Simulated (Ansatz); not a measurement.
Property card for MoIr4

Level of theory: DFT PBE, scalar-relativistic, plane waves, PAW (Ansatz).

Plane waves to 420 eV, a k mesh through Γ of 8×8×8 on the computed 5-atom cell and Gaussian smearing (0.10 eV); collinear spin from starting moments 3.3 0.0 0.0 0.0 0.0 μB.

The structure is relaxed at this level of theory with its symmetry kept, and needn't be the ground state of this composition.

Space group Pm-3m (No. 221), cubic, a = 4.711 Å. Mo has 12 Ir at 3.33 Å; Ir on a site of symmetry m-3m is surrounded by 6 Ir at 2.36 Å; Ir on a site of symmetry 4/mmm is surrounded by 2 Ir at 2.36 Å, 4 Mo at 3.33 Å and 8 Ir at 3.33 Å.

| Quantity | Value |
| --- | --- |
| Volume per atom | 20.91 Å³ |
| Formation energy from the elements' standard states (uncorrected) | +2.115 eV/atom |
| Kohn–Sham band gap | none (metal) |
| Density of states at the Fermi level | 6.4 states/eV per cell |
| Orbital (Löwdin) character within 0.5 eV of the Fermi level | Ir 5d 74 %, Mo 4d 17 % |
| Bader charge by site (e) | Mo (1 in the cell) 0.87, Ir (1 in the cell) -0.23, Ir (3 in the cell) -0.21 |
| Total moment | 3.33 μB per cell |
| Moment by site (μB) | Mo1 3.01, Ir2 0.05 |

Spin-orbit coupling is left out, which matters for the bands of heavy elements.

Only this magnetic start was tried.

Another cell of MoIr4 relaxed alike, in P6/mmm, lies 1.17 eV/atom lower, so this cell isn't the stable form at this level.

The cell was found from a structure generator's guess, not taken from experiment. Löwdin shares on free-atom orbitals overweight diffuse shells.
